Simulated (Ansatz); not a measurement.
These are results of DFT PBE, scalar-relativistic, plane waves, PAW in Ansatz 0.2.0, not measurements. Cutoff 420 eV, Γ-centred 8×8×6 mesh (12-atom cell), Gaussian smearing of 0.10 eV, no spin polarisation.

Energies over the elements count from the elements' standard structures at the same level (N₂ as a molecule), with no fitted energy shifts.

Question: Give a relaxed trial structure of a triclinic metal with formula Al5N, with a formation energy near −0.05 eV/atom and a density near 2.49 g/cm³, in a cell of 12 atoms.

Answer: Al5N, space group P1 (No. 1). Al on its first site has 1 N at 1.97 Å and 7 Al at 2.69–2.90 Å; around Al on its second site lie 10 Al at 2.71–3.03 Å; Al on its third site is surrounded by 10 Al at 2.72–3.03 Å and 1 N at 3.28 Å; around N on its first site lie 5 Al at 1.97–2.05 Å, 1 Al at 3.28 Å and 1 Al at 3.45 Å; 8 more sites not described.

Space group P1 (No. 1). a = 4.761 Å, b = 5.032 Å, c = 8.298 Å, α = 92.21°, β = 91.09°, γ = 90.42°
```json
{"atom": "Al", "site": "1a", "symmetry": "1", "x": "0.9448", "y": "0.1741", "z": "0.1772"}
{"atom": "Al", "site": "1a", "symmetry": "1", "x": "0.0263", "y": "0.6496", "z": "0.7038"}
{"atom": "Al", "site": "1a", "symmetry": "1", "x": "0.0353", "y": "0.6768", "z": "0.0333"}
{"atom": "Al", "site": "1a", "symmetry": "1", "x": "0.0232", "y": "0.1636", "z": "0.5247"}
{"atom": "Al", "site": "1a", "symmetry": "1", "x": "0.0282", "y": "0.6578", "z": "0.3730"}
{"atom": "Al", "site": "1a", "symmetry": "1", "x": "0.0948", "y": "0.1539", "z": "0.8658"}
{"atom": "Al", "site": "1a", "symmetry": "1", "x": "0.5167", "y": "0.5369", "z": "0.2189"}
{"atom": "Al", "site": "1a", "symmetry": "1", "x": "0.5535", "y": "0.9426", "z": "0.6794"}
{"atom": "Al", "site": "1a", "symmetry": "1", "x": "0.5148", "y": "0.0284", "z": "0.3614"}
{"atom": "Al", "site": "1a", "symmetry": "1", "x": "0.5432", "y": "0.5306", "z": "0.8818"}
{"atom": "N", "site": "1a", "symmetry": "1", "x": "0.2337", "y": "0.3100", "z": "0.3331"}
{"atom": "N", "site": "1a", "symmetry": "1", "x": "0.4855", "y": "0.1758", "z": "0.8477"}
```

- Volume per atom: 16.55 Å³
- Density: 2.49 g/cm³
- Formation energy: −0.05 eV/atom
- Gap on the 8×8×6 mesh of the 12-atom cell: 0 eV (a metal)

The structure comes from a generated guess, relaxed at this level; another structure or a mixture of phases may lie lower. Other answers may fit too; this one was computed.

This cell was reached by moving the atoms of another relaxed cell at random and relaxing again, last within the group found; it had no such test of its own.
